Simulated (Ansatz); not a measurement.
GeSe:
```xyz
2
Lattice="0.0000 2.7577 2.7577 2.7577 0.0000 2.7577 2.7577 2.7577 0.0000" Properties=species:S:1:pos:R:3 pbc="T T T"
Ge     0.0000     0.0000     0.0000
Se     2.7577     2.7577     2.7577
```

Relaxed with LDA. Special points in fractions of this cell's reciprocal vectors: Γ (0.000, 0.000, 0.000); X (0.500, 0.000, 0.500); U (0.625, 0.250, 0.625); K (0.375, 0.375, 0.750); L (0.500, 0.500, 0.500); W (0.500, 0.250, 0.750).

**Question.** List the band energies nearest the Fermi level at these points for DFT-LDA in the program Ansatz with PAW potentials.

**Answer.** In eV from the Fermi level; about four levels below and three above (degenerate sets whole), none deeper than 8.9 eV; points with the same levels are listed once.

| k | below | above |
|---|---|---|
| Γ | -5.42 -2.50 -2.50 -2.50 | 4.14 4.14 4.14 |
| X | -7.52 -6.88 -4.50 -4.50 | 2.49 5.83 5.83 |
| U | -8.76 -6.38 -3.93 -3.27 | 3.58 3.66 5.15 |
| L | -2.25 -2.25 -0.12 | 0.22 0.47 0.47 |
| W | -8.67 -5.93 -5.93 -0.98 | 1.03 5.56 5.56 |

Space group Fm-3m (rock salt). The workflow started from a Materials Project entry (that database holds measured and hypothetical structures alike); the Crystallography Open Database copy checked does not list it. It is not the phase usual at ambient conditions (space group No. 62). The LDA relaxation kept the symmetry of its start. At this level the phase is dynamically unstable (imaginary phonons). The Fermi level of a semimetal is unsure by some 0.05 eV on such meshes. Scalar-relativistic: spin–orbit coupling is off unless named, which matters more the heavier the elements.

Potentials: the later of the program's two PAW sets.
